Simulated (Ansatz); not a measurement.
CuI:
```
CuI
1.0
    0.00000     3.03967     3.03967
    3.03967     0.00000     3.03967
    3.03967     3.03967     0.00000
I Cu
1 1
Direct
  0.75000   0.75000   0.75000
  0.00000   0.00000   0.00000
```

This is the PBE-relaxed structure.

**Question.** All from plane-wave PAW PBE (Ansatz code), unless another level is named. Give the formation energy from the elements (no fitted shifts).

**Answer.** -143 meV/atom.

**Question.** Predict the electron effective mass.

**Answer.** 0.15 mₑ (isotropic).

**Question.** Predict the hole effective mass, band 2 of 3 at the edge.

**Answer.** 0.75 along [100], 0.75 along [110], 1.5 along [111] (mₑ).

Space group F-43m (zinc blende). The PBE relaxation kept the symmetry of its start. No spin polarisation was allowed. The references are the lowest solids computed at this level, not always the standard phases. Scalar-relativistic: spin–orbit coupling is off unless named, which matters more the heavier the elements.

Potentials: the later of the program's two PAW sets.

Edges and masses are those of Kohn–Sham bands, whose gap is no quasiparticle gap.
